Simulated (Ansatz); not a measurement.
VSi2:
Space group P6₄22 (No. 181); a = b = 4.530 Å, c = 6.326 Å, α = β = 90.00°, γ = 120.00°

| atom | site | symmetry | x | y | z |
|---|---|---|---|---|---|
| V | 3c | 222 | 0.5000 | 0.0000 | 0.0000 |
| Si | 6i | ..2 | 0.1625 | 0.3250 | 0.0000 |

Relaxed at zero pressure with plane-wave PAW r²SCAN (Ansatz code).

### Question
The volume is raised by 3 % and shape and atoms relax at that volume. What pressure results, and how do the axes share the change?

### Answer
-5.2 GPa; a 1.1 %, b 1.1 %, c 0.8 %; the energy rises by 6 meV/atom.

### Question
Give the new structure.

### Answer

Space group P6₄22 (No. 181); a = b = 4.5789 Å, c = 6.3768 Å, α = β = 90.00°, γ = 120.00°

```tsv
atom	site	symmetry	x	y	z
V	3c	222	0.5000	0.0000	0.0000
Si	6i	..2	0.1623	0.3246	0.0000
```

The phase is kept; no other phase was compared at this pressure.

Space group P6_422. The workflow started from a Materials Project entry (that database holds measured and hypothetical structures alike); the Crystallography Open Database files this formula in space group No. 181, but the cells were not matched. Whether it is the stable phase at ambient conditions was not checked. The r²SCAN relaxation kept the symmetry of its start; whether a distortion lowers the energy is not shown. The workflow began spin-polarised and lost its moments.

Potentials: the later of the program's two PAW sets.
